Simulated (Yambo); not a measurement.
G0W0@PBEsol for AlCl3 (space group C2/m, No. 12) in Yambo. Reference settings: 2×2×2 Γ-centred k mesh, 331 bands and a 8 Ry block in the screening, 331 bands in G with the Bruneval-Gonze terminator, plasmon pole fitted at 27.2 eV. The PBEsol gap (-0.5, -0.5, 0) → (0, -0.5, -0.5) on this mesh is 5.05 eV; G0W0 gaps are taken between the same points.

With and without the terminator, as bands are cut:

| bands in G (in W) | gap, terminator (eV) | gap, none (eV) | valence shift, terminator (eV) | valence shift, none (eV) |
|---|---|---|---|---|
| 116 (331) | 7.791 | 7.737 | -1.701 | -1.269 |
| 208 (331) | 7.783 | 7.761 | -1.732 | -1.529 |
| 331 (331) | 7.780 | 7.770 | -1.740 | -1.645 |

Over this range the gap spans 0.011 eV with the terminator and 0.033 eV without, the valence shift 0.039 eV and 0.376 eV. Neither column has reached its limit for certain.

Geometry relaxed with PBE+D3(BJ); primitive cell a = b = 5.9358 Å, c = 6.1827 Å, α = β = 98.93°, γ = 119.97°.

A shift is the quasiparticle energy of the state minus its PBEsol energy.
